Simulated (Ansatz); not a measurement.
input.yaml

```yaml
crystal:
  lattice:
    - [2.5713266512, 0.0, 0.0]
    - [-1.2856633256, 2.2268342014, 0.0]
    - [0.0, 0.0, 3.8764002847]
  atoms:
    - { symbol: Mn, position: [0.0, 0.0, 0.0], spin: 1.89 }
    - { symbol: Ga, position: [0.3333333333, 0.6666666667, 0.5] }
basis:
  ecutwfc: 420
kpoints:
  mp_grid: { grid: [18, 18, 10] }
hamiltonian:
  xc: pbesol
scf:
  occupations: { method: gaussian, width: 0.1 }
output:
  forces: true
  stress: true
  eigenvalues: true
  populations: true
magnetization:
  spin_polarized: true
relax:
  adjacent_minimum: "off"
  f_tol: 0.01
  max_steps: 30
  cell: { stress_tol: 0.1, fix: [volume] }
```

Launched with
```bash
ansatz run input.yaml --threads 1 --pin off --max-ram 2560MiB --backend cpu --events-out ev --progress --plain --runs-dir out
```

All numbers below come from Ansatz, DFT PBEsol, scalar-relativistic, plane waves, PAW.

Abridged output:

```
Pseudopotentials: kind: paw
Pseudopotential: Mn, paw, valence charge 15, recommended cutoff 420 eV (normal)
Pseudopotential: Ga, paw, valence charge 13, recommended cutoff 420 eV (normal)
Functional definition: PBEsol
Crystal: 2 atoms, lattice volume = 22.196 Å³
Basis set: ecut = 420 eV, 439 PW (Γ), exchange–correlation on 36×36×54 points (8 copies of the dense FFT grid, shifted against one another)
Bands: 19, of which v1, the nominal top of the filled ones, is band 14 counted from 1 (13 counted from 0)
Symmetry: 12 space group operations
Space group: P-6m2 (ITA 187), of the structure as read, at distance tolerance 2.8e-5 Å
Magnetic group: BNS 187.209 (UNI 1439), of the structure as read, at distance tolerance 2.8e-5 Å
k-points: 222 of 3240 (time reversal used)
Initial density: superposition of atomic densities (chi_scale 0.1, normalization cell)
Starting moments: Σ|m| = 1.89 μB on 1 of 2 sites
Initial wavefunctions: pseudopotential atomic-orbital guess
Functional: x = pbesol(κ = 0.804, μ = 0.12345679), c = pbesol(β = 0.046)
SCF iter   1: F=—  HF=-7611.712046 eV  |F-HF|=—  |Δ(HF+E_count)|=         —  Δρ=6.73e-2 (↑6.73e-2 ↓5.02e-2) dr2=2.01e0  dr2_m=9.78e-2  M=1.549 μB ∫|m|=1.685 μB  β_m=0.30  ethr=3.10e-3  ⟨swp⟩=4.6  Hψ=34341  notcnv=0
Mixer restart at iter 1: flushing history
SCF iter   2: F=—  HF=-7610.925997 eV  |F-HF|=—  |Δ(HF+E_count)|=   7.86e-1  Δρ=2.61e-2 (↑2.61e-2 ↓2.56e-2) dr2=5.53e-1  dr2_m=4.02e-2  M=1.580 μB ∫|m|=1.728 μB  β_m=0.37  ethr=3.10e-3  ⟨swp⟩=3.0  Hψ=16666  notcnv=0  defer=311
SCF iter   3: F=—  HF=-7611.346602 eV  |F-HF|=—  |Δ(HF+E_count)|=   4.21e-1  Δρ=1.41e-2 (↑1.41e-2 ↓1.18e-2) dr2=5.31e-2  dr2_m=1.68e-2  M=1.551 μB ∫|m|=1.712 μB  β_m=0.45  ethr=1.97e-3  ⟨swp⟩=2.6  Hψ=13823  notcnv=0  defer=311
SCF iter   4: F=—  HF=-7611.679417 eV  |F-HF|=—  |Δ(HF+E_count)|=         —  Δρ=1.93e-2 (↑8.28e-3 ↓1.93e-2) dr2=5.72e-2  dr2_m=3.23e-2  M=1.418 μB ∫|m|=1.570 μB  β_m=0.45  ethr=1.90e-4  ⟨swp⟩=2.1  Hψ=17765  notcnv=0  defer=306
Mixer restart at iter 4: flushing history
SCF iter   5: F=—  HF=-7611.804118 eV  |F-HF|=—  |Δ(HF+E_count)|=   1.25e-1  Δρ=1.52e-2 (↑1.52e-2 ↓7.79e-3) dr2=1.44e-2  dr2_m=2.52e-2  M=1.378 μB ∫|m|=1.523 μB  β_m=0.49  ethr=1.90e-4  ⟨swp⟩=2.6  Hψ=16393  notcnv=0  defer=306
SCF iter   6: F=—  HF=-7611.815100 eV  |F-HF|=—  |Δ(HF+E_count)|=   1.10e-2  Δρ=1.23e-2 (↑4.94e-3 ↓1.23e-2) dr2=6.20e-2  dr2_m=3.96e-3  M=1.388 μB ∫|m|=1.536 μB  β_m=0.27  ethr=5.13e-5  ⟨swp⟩=2.1  Hψ=19899  notcnv=0  defer=302
SCF iter   7: F=—  HF=-7611.838876 eV  |F-HF|=—  |Δ(HF+E_count)|=   2.38e-2  Δρ=3.49e-3 (↑3.04e-3 ↓3.49e-3) dr2=2.44e-4  dr2_m=2.09e-3  M=1.362 μB ∫|m|=1.505 μB  β_m=0.46  ethr=5.13e-5  ⟨swp⟩=2.2  Hψ=16383  notcnv=0  defer=302
SCF iter   8: F=—  HF=-7611.842378 eV  |F-HF|=—  |Δ(HF+E_count)|=   3.50e-3  Δρ=5.75e-4 (↑5.75e-4 ↓4.78e-4) dr2=5.44e-5  dr2_m=3.95e-5  M=1.351 μB ∫|m|=1.491 μB  β_m=0.51  ethr=8.71e-7  ⟨swp⟩=2.2  Hψ=16911  notcnv=0  defer=299
SCF iter   9: F=—  HF=-7611.842461 eV  |F-HF|=—  |Δ(HF+E_count)|=   8.29e-5  Δρ=3.85e-4 (↑3.85e-4 ↓1.27e-4) dr2=3.32e-5  dr2_m=8.34e-6  M=1.350 μB ∫|m|=1.489 μB  β_m=0.75  ethr=1.94e-7  ⟨swp⟩=2.0  Hψ=12990  notcnv=0  defer=299
SCF iter  10: F=—  HF=-7611.842485 eV  |F-HF|=—  |Δ(HF+E_count)|=   2.40e-5  Δρ=1.19e-4 (↑1.11e-4 ↓1.19e-4) dr2=1.05e-5  dr2_m=1.41e-7  M=1.350 μB ∫|m|=1.489 μB  β_m=0.80  ethr=1.18e-7  ⟨swp⟩=1.6  Hψ=9125  notcnv=0  defer=298
SCF iter  11: F=—  HF=-7611.842488 eV  |F-HF|=—  |Δ(HF+E_count)|=   2.62e-6  Δρ=7.05e-6 (↑5.74e-6 ↓7.05e-6) dr2=4.65e-8  dr2_m=2.05e-9  M=1.351 μB ∫|m|=1.489 μB  β_m=0.68  ethr=3.75e-8  ⟨swp⟩=2.2  Hψ=11127  notcnv=0  defer=298
SCF iter  12: F=-7611.842488 eV  HF=-7611.842488 eV  |F-HF|=5.60e-10  |Δ(HF+E_count)|=   1.52e-8  Δρ=2.09e-6 (↑2.09e-6 ↓1.64e-6) dr2=3.44e-10  dr2_m=4.91e-10  M=1.351 μB ∫|m|=1.489 μB  ethr=1.66e-10  ⟨swp⟩=5.5  Hψ=36997  notcnv=0
SCF 1 converged in 12 iterations: F = -7611.842488 eV  dr2 = 3.44e-10
relax step   1: F+E_penalty+E_count = -7611.84248781 eV  Δ(F+E_penalty+E_count) = +0.000e0 eV  max|allowed force component| = 1.295e-16 eV/Å  Δτ_max = 0.0000 Å  P = +27.384 GPa  Ω = 22.196 Å³  fix = [volume]  reactions: volume +27.384 GPa (12 SCF iters, dr2 threshold 1.00e-7 eV, accepted)
Initial density: handed on by an earlier stage of this run
Starting moments: Σ|m| = 1.89 μB on 1 of 2 sites; this step starts from the density that it was given
Initial wavefunctions: those handed on with the density
SCF iter   1: F=—  HF=-7611.842536 eV  |F-HF|=—  |Δ(HF+E_count)|=         —  Δρ=1.28e-4 (↑1.28e-4 ↓1.12e-4) dr2=1.25e-6  dr2_m=2.60e-6  M=1.352 μB ∫|m|=1.490 μB  β_m=0.65  ethr=3.13e-9  ⟨swp⟩=3.1  Hψ=44913  notcnv=0
SCF iter   2: F=—  HF=-7611.842536 eV  |F-HF|=—  |Δ(HF+E_count)|=   1.52e-7  Δρ=6.28e-5 (↑2.42e-5 ↓6.28e-5) dr2=6.32e-7  dr2_m=3.31e-7  M=1.352 μB ∫|m|=1.490 μB  β_m=0.57  ethr=3.13e-9  ⟨swp⟩=2.0  Hψ=13796  notcnv=0
SCF iter   3: F=—  HF=-7611.842537 eV  |F-HF|=—  |Δ(HF+E_count)|=   3.62e-7  Δρ=5.94e-5 (↑5.94e-5 ↓2.11e-5) dr2=4.40e-7  dr2_m=2.78e-7  M=1.352 μB ∫|m|=1.491 μB  β_m=0.55  ethr=2.26e-9  ⟨swp⟩=2.0  Hψ=14674  notcnv=0
SCF iter   4: F=—  HF=-7611.842537 eV  |F-HF|=—  |Δ(HF+E_count)|=   7.73e-8  Δρ=1.83e-5 (↑1.29e-5 ↓1.83e-5) dr2=2.25e-7  dr2_m=1.93e-9  M=1.352 μB ∫|m|=1.491 μB  β_m=0.59  ethr=1.57e-9  ⟨swp⟩=2.3  Hψ=13033  notcnv=0
SCF iter   5: F=-7611.842536 eV  HF=-7611.842537 eV  |F-HF|=6.28e-8  |Δ(HF+E_count)|=   2.23e-8  Δρ=9.57e-6 (↑7.27e-6 ↓9.57e-6) dr2=7.14e-8  dr2_m=4.46e-10  M=1.352 μB ∫|m|=1.491 μB  ethr=7.14e-10  ⟨swp⟩=3.8  Hψ=26774  notcnv=0
SCF 2 converged in 5 iterations: F = -7611.842536 eV  dr2 = 7.14e-8
relax step   2: F+E_penalty+E_count = -7611.84253650 eV  Δ(F+E_penalty+E_count) = -4.869e-5 eV  max|allowed force component| = 1.110e-16 eV/Å  Δτ_max = 0.0000 Å  P = +27.368 GPa  Ω = 22.196 Å³  energy of the carried Pulay correction = +6.220e-7 eV  fix = [volume]  reactions: volume +27.368 GPa (5 SCF iters, dr2 threshold 2.00e-7 eV, accepted)
SCF iter   1: F=—  HF=-7611.842547 eV  |F-HF|=—  |Δ(HF+E_count)|=         —  Δρ=9.05e-5 (↑9.05e-5 ↓8.10e-5) dr2=5.67e-7  dr2_m=1.34e-6  M=1.353 μB ∫|m|=1.491 μB  β_m=0.65  ethr=1.40e-9  ⟨swp⟩=3.1  Hψ=45358  notcnv=0
SCF iter   2: F=—  HF=-7611.842547 eV  |F-HF|=—  |Δ(HF+E_count)|=   1.12e-7  Δρ=4.63e-5 (↑1.79e-5 ↓4.63e-5) dr2=3.18e-7  dr2_m=1.86e-7  M=1.353 μB ∫|m|=1.491 μB  β_m=0.59  ethr=1.40e-9  ⟨swp⟩=2.0  Hψ=13771  notcnv=0
SCF iter   3: F=—  HF=-7611.842547 eV  |F-HF|=—  |Δ(HF+E_count)|=   2.46e-7  Δρ=4.44e-5 (↑4.44e-5 ↓1.43e-5) dr2=2.65e-7  dr2_m=1.47e-7  M=1.353 μB ∫|m|=1.492 μB  β_m=0.55  ethr=1.14e-9  ⟨swp⟩=2.0  Hψ=14736  notcnv=0
SCF iter   4: F=—  HF=-7611.842547 eV  |F-HF|=—  |Δ(HF+E_count)|=   8.42e-8  Δρ=5.46e-6 (↑2.19e-6 ↓5.46e-6) dr2=7.34e-9  dr2_m=1.29e-9  M=1.353 μB ∫|m|=1.492 μB  β_m=0.60  ethr=9.48e-10  ⟨swp⟩=2.4  Hψ=12666  notcnv=0
SCF iter   5: F=-7611.842547 eV  HF=-7611.842547 eV  |F-HF|=4.51e-8  |Δ(HF+E_count)|=   2.45e-8  Δρ=7.92e-6 (↑6.19e-6 ↓7.92e-6) dr2=5.10e-8  dr2_m=2.79e-10  M=1.353 μB ∫|m|=1.492 μB  ethr=2.62e-11  ⟨swp⟩=1.9  Hψ=27361  notcnv=0
SCF 3 converged in 5 iterations: F = -7611.842547 eV  dr2 = 5.10e-8
relax step   3: F+E_penalty+E_count = -7611.84254698 eV  Δ(F+E_penalty+E_count) = -1.048e-5 eV  max|allowed force component| = 1.018e-16 eV/Å  Δτ_max = 0.0000 Å  P = +27.358 GPa  Ω = 22.196 Å³  energy of the carried Pulay correction = +1.064e-6 eV  fix = [volume]  reactions: volume +27.358 GPa (5 SCF iters, dr2 threshold 8.28e-8 eV, accepted)
Initial wavefunctions: pseudopotential atomic-orbital guess (no wavefunctions were taken with the density)
SCF iter   1: F=—  HF=-7611.842545 eV  |F-HF|=—  |Δ(HF+E_count)|=         —  Δρ=2.50e-6 (↑1.50e-6 ↓2.50e-6) dr2=1.99e-9  dr2_m=3.04e-10  M=1.353 μB ∫|m|=1.492 μB  β_m=0.65  ethr=5.28e-9  ⟨swp⟩=3.5  Hψ=62029  notcnv=0
SCF iter   2: F=—  HF=-7611.842545 eV  |F-HF|=—  |Δ(HF+E_count)|=   3.42e-8  Δρ=2.18e-6 (↑2.18e-6 ↓1.11e-6) dr2=2.30e-10  dr2_m=4.96e-10  M=1.353 μB ∫|m|=1.492 μB  β_m=0.51  ethr=7.10e-12  ⟨swp⟩=2.1  Hψ=14810  notcnv=0
SCF iter   3: F=—  HF=-7611.842545 eV  |F-HF|=—  |Δ(HF+E_count)|=  4.00e-10  Δρ=1.53e-6 (↑3.27e-7 ↓1.53e-6) dr2=6.81e-10  dr2_m=9.63e-11  M=1.353 μB ∫|m|=1.492 μB  β_m=0.55  ethr=1.00e-12  ⟨swp⟩=2.0  Hψ=14755  notcnv=0
SCF iter   4: F=—  HF=-7611.842545 eV  |F-HF|=—  |Δ(HF+E_count)|=   1.88e-9  Δρ=6.06e-7 (↑6.06e-7 ↓3.03e-7) dr2=3.04e-11  dr2_m=3.17e-11  M=1.353 μB ∫|m|=1.492 μB  β_m=0.61  ethr=1.00e-12  ⟨swp⟩=2.3  Hψ=14964  notcnv=0
SCF iter   5: F=—  HF=-7611.842545 eV  |F-HF|=—  |Δ(HF+E_count)|=  6.73e-11  Δρ=3.66e-7 (↑2.50e-7 ↓3.66e-7) dr2=9.04e-11  dr2_m=2.34e-12  M=1.353 μB ∫|m|=1.492 μB  β_m=0.57  ethr=1.00e-12  ⟨swp⟩=2.1  Hψ=10179  notcnv=0
SCF iter   6: F=-7611.842545 eV  HF=-7611.842545 eV  |F-HF|=5.46e-12  |Δ(HF+E_count)|=  1.55e-11  Δρ=1.08e-7 (↑8.99e-8 ↓1.08e-7) dr2=7.47e-12  dr2_m=1.76e-13  M=1.353 μB ∫|m|=1.492 μB  ethr=1.00e-12  ⟨swp⟩=3.0  Hψ=27530  notcnv=0
SCF 4 converged in 6 iterations: F = -7611.842545 eV  dr2 = 7.47e-12
SCF converged after 6 iterations
Magnetization: 1.3531 μB (14.6766 up, 13.3234 down)
Absolute magnetization: 1.4870 μB (∫|ρ↑−ρ↓|, with the PAW one-centre terms)
Spin contamination: 0.0216 ħ² per cell (⟨S²⟩ above its minimum at these occupations)
Per-site moments (μB) at R_I (Å): [(1.35921989, 1.00765895), (-0.03161645, 1.00765895)]
Free energy (F): -7611.842545 eV
Harris-Foulkes:  -7611.842545 eV  (|F-HF|=5.46e-12)
Internal energy: -7611.837597 eV  (E = F + TS)
E sigma→0 (E₀):  -7611.840071 eV
Entropy (-TS):   -0.004948 eV (-2.474 meV/atom)
Fermi energy:    18.846216 eV
--- Per-component energies (eV) ---
  E_band       = -98.941942
  E_kinetic    = 432.087672
  E_local      = -3011.600793  (includes V_loc(G=0)·N_el)
  E_nonlocal   = 665.160119
  E_hartree    = 1364.325368
  E_xc         = -187.509454
  E_vxc        = -211.182809  (∫ρ·V_xc dr)
  E_paw        = -3215.782150  (= ΣΔE_a)
  E_vpaw       = -702.056869  (= ΣTr[D̂ρ^β])
  E_aug_tail   = -0.000119  (compensation charges beyond the density's cutoff)
  E_ewald      = -3659.550867
  E_core_change = 1.032628  (= ΣΔE_core)
  E_smearing   = -0.004948  (= −TS)
--- Forces (eV/Å), atoms counted from 1 ---
  atom   1  Mn     0.00000000     0.00000000     0.00000000
  atom   2  Ga     0.00000000     0.00000000     0.00000000
--- Stress (GPa, compression-positive) ---
       27.358082       0.000000       0.000000
        0.000000      27.358082       0.000000
        0.000000       0.000000      27.358207
  P = ⅓ Tr σ = 27.3581 GPa (273.581 kbar)
--- Band table (eV; the first three rows and the last of 444) ---
  k-point 0 ↑: bands = ["-60.5981", "-29.5862", "-29.2192", "-29.2192", "3.5074", "3.7094", "3.7094", "4.1308", "4.1308", "6.0320", "14.9800", "16.1807", "17.4973", "17.4973", "18.5524", "18.5524", "23.3108", "35.5408", "35.5408"]
  k-point 1 ↑: bands = ["-60.5981", "-29.5868", "-29.2192", "-29.2192", "3.5099", "3.7086", "3.7086", "4.1308", "4.1308", "6.1308", "14.5106", "16.2591", "17.5038", "17.5038", "18.5464", "18.5464", "23.8661", "35.5727", "35.5727"]
  k-point 2 ↑: bands = ["-60.5981", "-29.5884", "-29.2191", "-29.2191", "3.5162", "3.7066", "3.7066", "4.1308", "4.1308", "6.4156", "13.4990", "16.3411", "17.5211", "17.5211", "18.5304", "18.5304", "25.2934", "35.6410", "35.6410"]
  k-point 221 ↓: bands = ["-59.0090", "-28.1611", "-28.1567", "-27.7938", "3.7784", "3.8107", "3.8165", "3.8332", "4.0757", "15.1793", "15.3809", "16.5727", "17.6056", "17.6807", "19.1378", "22.3078", "23.3770", "24.0149", "25.5161"]
--- Relaxed structure (3 steps of the walk, 3 accepted, 1 SCFs on fresh bases) ---
  F+E_penalty+E_count = -7611.84254538 eV   max|allowed force component| = 1.110e-16 eV/Å   (the final SCF, on the basis selected at the relaxed cell)
  cell:  # Å, volume = 22.1960 Å³
    - [2.56968590, 0.0, 0.0]
    - [-1.28484295, 2.22541327, 0.0]
    - [0.0, 0.0, 3.88135204]
  atoms:
    - { symbol: Mn, position: [0.0, 0.0, 0.0] }
    - { symbol: Ga, position: [0.33333333, 0.66666666, 0.5] }
--- Löwdin populations: 2 sites ---
  site symbol q [e]    m [muB]
     0     Mn     14.5219     1.4560
     1     Ga     13.3495    -0.0963
  spilling = 0.004594 (of n_electrons = 28.000000)
```

The relaxation met its thresholds.

It took 76 s on 1 thread of Arm Neoverse V2, on a shared host, peak memory 0.49 GiB.

Only parallel moments were tried here.